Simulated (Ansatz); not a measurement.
GaAs in space group P4/mmm (No. 123; Ga on 1b, As on 1a) at seven volumes, plane-wave PAW r²SCAN (Ansatz code), shape and atoms relaxed at each. One row is withheld.

```
V (Å³/atom)  P (GPa)
-----------  -------
17.807          8.39
18.394          5.11
18.981          2.35
19.568          0.00
20.155         -1.98
20.742         -3.66
21.329             ?
```

Problem. Fit the shown pressures and predict the withheld one.

Solution. P = (3/2)B₀(x^(7/2) − x^(5/2))[1 + (3/4)(B′ − 4)(x − 1)] with x = (V₀/V)^(2/3). Least squares on the six rows gives V₀ = 19.569 Å³/atom, B₀ = 71.7 GPa, B′ = 4.54. At V = 21.329, x = 0.9442 and P = -5.08 GPa. The run itself gave -5.10 GPa.

The workflow started from a Materials Project entry (that database holds measured and hypothetical structures alike); the Crystallography Open Database copy checked does not list it. It is not the phase usual at ambient conditions (space group No. 216). Symmetry was held in the r²SCAN relaxation; of distortions, only those at the zone centre were tested.

Potentials: the earlier of the program's two PAW sets.
